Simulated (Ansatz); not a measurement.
Hf$_{2}$O$_{3}$ in space group P-4m2 (No. 115; Hf on 2g, O on 1a, O on 1b, O on 1d) at seven volumes, the program Ansatz at the PBEsol level (PAW), shape and atoms relaxed at each. One row is withheld.

| V (Å³/atom) | P (GPa) |
|---|---|
| 11.335 | 24.84 |
| 11.709 | 15.22 |
| 12.083 | ? |
| 12.456 | 0.00 |
| 12.830 | -5.97 |
| 13.204 | -11.07 |
| 13.577 | -15.42 |

Fit the shown pressures and predict the withheld one.

Third-order Birch–Murnaghan: P = (3/2)B₀(x^(7/2) − x^(5/2))[1 + (3/4)(B′ − 4)(x − 1)] with x = (V₀/V)^(2/3). Least squares on the six rows gives V₀ = 12.457 Å³/atom, B₀ = 215.2 GPa, B′ = 4.27. At V = 12.083, x = 1.0205 and P = 7.00 GPa. The run itself gave 7.01 GPa.

The start of the workflow was typed in or built on a structure type; neither database checked (COD, Materials Project) lists it. Whether it is the stable phase at ambient conditions was not checked. The PBEsol relaxation kept the symmetry of its start; whether a distortion lowers the energy is not shown. The run is not spin-polarised. Scalar-relativistic: spin–orbit coupling is off unless named, which matters more the heavier the elements.

Potentials: the later of the program's two PAW sets.
